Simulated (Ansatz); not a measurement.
Values for one crystal, relaxed and computed with DFT-PBEsol in the program Ansatz with PAW potentials; other levels are named.

| Quantity | Result |
|---|---|
| Volume per atom | 12.80 Å³ |
| Electronic character | metallic (no gap) |
| Mechanical stability | stable (all eigenvalues of C positive) |
| Gap with spin–orbit coupling | none (metallic) |
| Hill bulk and shear moduli | 171 and 56.1 GPa |
| Young's modulus | 152 GPa |
| Poisson's ratio | 0.35 |

Task: Pick the material that matches.
A) Ir3W, Cu3Au type
B) Sn4Au, Ccce (Sn on 16i, Au on 4a)
C) Cu3Au, Cu3Au type
D) CuAu, L1₀ or tetragonal B2

Result: C, Cu3Au, Cu3Au type

Space group Pm-3m (Cu3Au type). Symmetry was held in the PBEsol relaxation. No spin polarisation was allowed. As this level gives no gap, shear constants depend on the k-mesh and smearing (Fermi–Dirac, 0.1 eV here). Scalar-relativistic: spin–orbit coupling is off unless named, which matters more the heavier the elements.

Potentials: the earlier of the program's two PAW sets. The files were generated under PBE; for other functionals the program regenerates the frozen cores, and for LDA and PBEsol the local potential too.
